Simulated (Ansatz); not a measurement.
One crystal and one scan (energy over volume and axial ratio) at two levels, PBE (plane waves to 420 eV, PAW, scalar-relativistic; Ansatz, an electronic-structure program) and PBEsol (plane waves to 420 eV, PAW, scalar-relativistic; Ansatz), each from its own relaxed cell and on its own mesh. The cell shown is that of PBE.

AlAs (zinc blende)

```
AlAs
1.0
    0.00000     2.86406     2.86406
    2.86406     0.00000     2.86406
    2.86406     2.86406     0.00000
As Al
1 1
Direct
  0.75000   0.75000   0.75000
  0.00000   0.00000   0.00000
```

Grid over V/V₀ and (c/a)/(c/a)₀, subscript 0 meaning the relaxed cell; the conventional c axis lies along z; no internal relaxation.

The energy includes the smearing's −TS. AlAs was relaxed with its symmetry unable to fall. The PAW data are Ansatz's earlier set. Percentages come from the unrounded values. Both scans cover V/V₀ from 0.920 to 1.080 and (c/a)/(c/a)₀ from 0.920 to 1.080.

| quantity | PBE | PBEsol | PBE − PBEsol |
|---|---|---|---|
| Lattice constant a (Å) | 5.728 | 5.674 | +0.054 (+0.9 %) |
| Band gap of the relaxed cell, no spin-orbit coupling (eV) | 1.50 | 1.34 | +0.16 (+12 %) |
| Shear modulus C′ = (C11 − C12)/2 (fit, atoms clamped) (GPa) | 27 | 27 | 0 |

PBE gives the higher value for: lattice constant a; band gap of the relaxed cell, no spin-orbit coupling. Neither level is exact: the differences show how much the result hangs on the functional.

(A scan under strain: stresses follow from slopes of the energy per volume, elastic moduli from its curvatures.)
